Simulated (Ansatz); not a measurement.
A geometry of Mg away from equilibrium: step 3 of the relaxation of a relaxed Mg cell, doubled along one cell vector, shaken by Gaussian noise of σ = 0.08 Å a coordinate. Method: PBEsol (plane waves to 420 eV, PAW, scalar-relativistic; Ansatz, a quantum-chemistry and plane-wave program). Γ-centred k-mesh 6×11×11 on the run's cell (coarser than for final values), Fermi–Dirac smearing 0.05 eV.

```xyz
2
Lattice="5.9739 -0.0002 -0.0004 -0.0001 2.9887 0.0001 -0.0002 0.0001 2.9874" Properties=species:S:1:pos:R:3:forces:R:3 pbc="T T T" free_energy=-3823.394 pressure_GPa=-0.3
Mg     0.0212    -0.0858    -0.2385   -0.0002   -0.1102   -0.1945
Mg     3.0081     0.1882     0.2864    0.0002    0.1102    0.1945
```

Positions in Å, forces in eV/Å, free energy of the cell in eV (comparable only within this code, potentials and settings). Largest force: 0.22 eV/Å, on Mg1, Mg2 (atoms numbered as listed); the geometry lies 0.34 to 0.35 eV/atom (the two k-meshes of the run give this range) above the end of its relaxation.

No spin polarisation in the result.

The run could not lose the symmetry of its start: the end is stationary, and may be a saddle point rather than a minimum.

The end of the path is a generated cell of Mg: the first start was made by placing the elements on the sites of a structure type, and the end was not matched to a known phase here, so it may be hypothetical. Known forms of Mg include space group No. 194.
